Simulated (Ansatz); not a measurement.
Li (9R (Sm type), R-3m) under volume change, r²SCAN in the plane-wave PAW code Ansatz, shape and atoms relaxed at each volume.

```tsv
V (Å³/atom)	E − E(relaxed) (meV/atom)	P (GPa)
19.086	…	…
19.716	3.3	0.89
20.345	0.8	0.42
20.974	0.0	0.00
21.603	…	…
22.232	2.8	-0.69
22.862	6.1	-0.97
```

**Question.** Fill in the missing entries.

**Answer.** 
- 21.603, E − E(relaxed) (meV/atom): 0.7
- 21.603, P (GPa): -0.36
- 19.086, E − E(relaxed) (meV/atom): 7.9
- 19.086, P (GPa): 1.43

**Question.** What does a third-order Birch–Murnaghan fit give for V₀, B₀ and B′?

**Answer.** V₀ = 20.97 Å³/atom, B₀ = 13.0 GPa, B′ = 3.3.

The workflow started from a Materials Project entry (that database holds measured and hypothetical structures alike); the Crystallography Open Database files this formula in space group No. 166, but the cells were not matched. It is not the phase usual at ambient conditions (space group No. 229). Symmetry was held in the r²SCAN relaxation; whether a distortion lowers the energy is not shown.

Potentials: the earlier of the program's two PAW sets.
